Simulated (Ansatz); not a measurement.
A: Ir (fcc, Cu type), a = b = c = 3.871 Å, α = β = γ = 90.00°
B: CuCl (zinc blende), a = 5.4240 Å, b = 5.4240 Å, c = 5.4240 Å, α = 90.00°, β = 90.00°, γ = 90.00°
C: Cs₂AgBiBr₆ (double-perovskite type, space group Fm-3m), a = 11.477 Å, b = 11.477 Å, c = 11.477 Å, α = 90.00°, β = 90.00°, γ = 90.00°

Scan: energy against volume (even scaling of the relaxed cell, symmetry kept). One method and one kind of scan serve all of them; meshes and ranges differ. All were relaxed with their symmetry unable to fall. CuCl is run without spin polarisation. Ir is run without spin polarisation. Spin-orbit coupling is left out.

Problem. Put the candidates in order of bulk modulus (fitted), lowest first, for PBE (plane waves to 420 eV, PAW, scalar-relativistic; Ansatz, a first-principles code).

Solution. C (20.5 GPa), B (48.7 GPa), A (346 GPa)

(Under strain, the slope of the energy per volume gives the stress and its curvature an elastic modulus.)
